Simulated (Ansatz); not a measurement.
**Sn (Fd-3m), phonons: input and output**

Method: PBEsol, all-electron LAPW in Ansatz 0.2.0, scalar-relativistic.

Cell and atoms were relaxed beforehand by PAW with this functional.

The structure is one entry of a database and needn't be the stable phase.

Launched as:

```sh
ansatz run input.yaml --threads 1 --pin off --max-ram 3072MiB --backend cpu --events-out ev --progress --plain --runs-dir out
```

Input:

```yaml
crystal:
  lattice:
    - [0.0, 3.27111155383, 3.27111155383]
    - [3.27111155383, 0.0, 3.27111155383]
    - [3.27111155383, 3.27111155383, 0.0]
  atoms:
    - { symbol: Sn, position: [0.5, 0.5, 0.5] }
    - { symbol: Sn, position: [0.75, 0.75, 0.75] }
kpoints:
  mp_grid: { grid: [10, 10, 10] }
scf:
  occupations: { method: fermi_dirac, width: 0.1 }
hamiltonian:
  xc: pbesol
  pseudopotentials: { kind: all_electron, lapw: { basis_error: 0.0005 } }
phonons:
  qmesh: [2, 2, 2]
  qpath:
    path:
      - [0.0, 0.0, 0.0]
      - [0.5, 0.0, 0.5]
      - [0.625, 0.25, 0.625]
      - [0.375, 0.375, 0.75]
      - [0.0, 0.0, 0.0]
      - [0.5, 0.5, 0.5]
      - [0.5, 0.25, 0.75]
      - [0.5, 0.0, 0.5]
    npoints: 6
  temperatures: { t_min: 0, t_max: 1000, t_step: 100 }
```

Output (shortened where marked):

```
Warning: RAYON_NUM_THREADS=1 ignored (pool sized by the plan → 1); use --threads N
LAPW: plane waves up to 8.717 Å⁻¹, error target 5.0e-4 eV per atom; small_component_spin mean_spin; Sn in spheres of 1.374 Å, 22 of its electrons in bands, Dirac shells [] (how accurate: ...
Engine: ansatz 0.2.0, aarch64-unknown-linux-gnu
Pseudopotentials: kind: all_electron
Pseudopotential: Sn, LAPW, valence charge 22, lapw/all_electron/scalar/gaussian/Sn, Koelling and Harmon's equation, gaussian nucleus
Functional definition: PBEsol
  exchange = pbesol_x
  correlation = pbesol_c
Crystal: 4 atoms, lattice volume = 140.006 Å³
Basis set: ecut = 289.5047262531408 eV, 1539 PW (Γ), FFT grids on a1, a2, −a1+a2+a3, exchange–correlation at level 2
Bands: 54, of which v1, the nominal top of the filled ones, is band 44 counted from 1 (43 counted from 0)
Symmetry: 32 space group operations
k-points: 63 of 500
Non-local potential: Sn, projectors of the file, none
Initial density: superposition of atomic densities (chi_scale 0.1, normalization cell)
Initial wavefunctions: plane waves of lowest kinetic energy (no species holds an atomic orbital)
[... 103 lines left out ...]
--- Phonons: 4 displaced members + 2 references (amplitude of the first 0.01 Å, Σ member SCF iterations 27) ---
  ASR residual: 6.583e-4 → 0.000e0 eV/Å²; symmetrization residual: 4.441e-15 eV/Å²
  largest component of a force at the reference: 4.3e-18 eV/Å
  ASR residual per site (eV/Å²): 6.58e-4 6.58e-4
  Γ frequencies (cm⁻¹): 0.00 0.00 0.00 179.92 179.92 179.92
--- Phonons (by wavevector): 3 wavevectors in 2 supercells ---
  supercell 1 (2 cells, vectors [1, 0, 0], [0, 1, -1], [0, 0, 2] in multiples of the cell's): 2 displaced members by 0.01 Å; free energy -672060.008361 eV; taken off its force constants: by the sum rule 6.6e-4, by the ...
  symmetry images taken by strict's conditions (phonons.symmetry_images: auto; settled by no image being taken that strict refuses)
  supercell 2 (2 cells, vectors [1, 0, 0], [0, 1, 0], [0, 0, 2] in multiples of the cell's): 2 displaced members by 0.01 Å; free energy -672060.008361 eV; taken off its force constants: by the sum rule 4.2e-4, by the ...
  symmetry images taken by strict's conditions (phonons.symmetry_images: auto; settled by no image being taken that strict refuses)
  q = [0.0000, 0.0000, 0.0000] (star 1, supercell 1; hermiticity 0.00e0, symmetrization 8.86e-6): -0.00 -0.00 0.00 179.92 179.92 179.92
  q = [0.0000, 0.0000, -0.5000] (star 4, supercell 2; hermiticity 4.91e-17, symmetrization 4.78e-16): 31.04 31.04 127.11 153.26 180.89 180.89
  q = [0.0000, -0.5000, -0.5000] (star 3, supercell 1; hermiticity 1.05e-16, symmetrization 4.32e-16): 35.21 35.21 146.53 146.53 175.66 175.66
  joined force constants: q→R imaginary residual 1.85e-17
  density of states and harmonic sums: on the 16×16×16 q-mesh, interpolated from the force constants of a 2×2×2 supercell (no non-analytic term)
  largest difference from the sums on the solved wave vectors: F 7.92e-2 eV, S 1.11e-4 and C_V 3.23e-5 eV/K
```

The calculation finished and met its thresholds.

### Harmonic thermodynamics

Harmonic phonons of a crystal by Kohn-Sham DFT at the given cell, standard atomic masses, acoustic sum rule imposed; negative wavenumbers are unstable modes; sums over wave vectors interpolated from the q mesh.

```json
{
  "Zero point energy": "21.9 meV/atom"
}
```

```tsv
temperature (K)	phonon heat capacity (k_B/atom)	phonon entropy (k_B/atom)	phonon free energy (meV/atom)
100	2.295	2.454	11.91
200	2.787	4.243	-17.59
300	2.901	5.399	-59.44
400	2.944	6.24	-109.8
500	2.964	6.9	-166.5
600	2.974	7.441	-228.3
700	2.981	7.9	-294.5
800	2.985	8.298	-364.3
900	2.988	8.65	-437.4
1000	2.991	8.965	-513.3
```

Zone-centre phonons:

Optical zone-centre levels upwards with Mulliken labels, activity, and the element with most of the kinetic energy.

* Point group: m-3m

```tsv
number	phonon wavenumber (cm⁻¹)	label	infrared	raman	lead element
1	179.9	T2g	no	yes	Sn
```

**Phonons on the q mesh**

One row a degenerate set, branches counted upwards.

```
Unstable phonons : no
```

```csv
point,q a (r.l.u.),q b (r.l.u.),q c (r.l.u.),branch,phonon wavenumber (cm⁻¹),degeneracy
Gamma,0,0,0,4,179.9,3
L,0.5,0,0,1,31,2
L,0.5,0,0,3,127.1,1
L,0.5,0,0,4,153.3,1
L,0.5,0,0,5,180.9,2
X,0.5,0.5,0,1,35.2,2
X,0.5,0.5,0,3,146.5,2
X,0.5,0.5,0,5,175.7,2
```

Known limits: responses of metals move with mesh and smearing; coarse q mesh; activity by symmetry alone, a metal screens infrared modes.

It took 30 min on 1 thread of Arm Neoverse V2, on a shared host, peak memory 1.5 GiB.
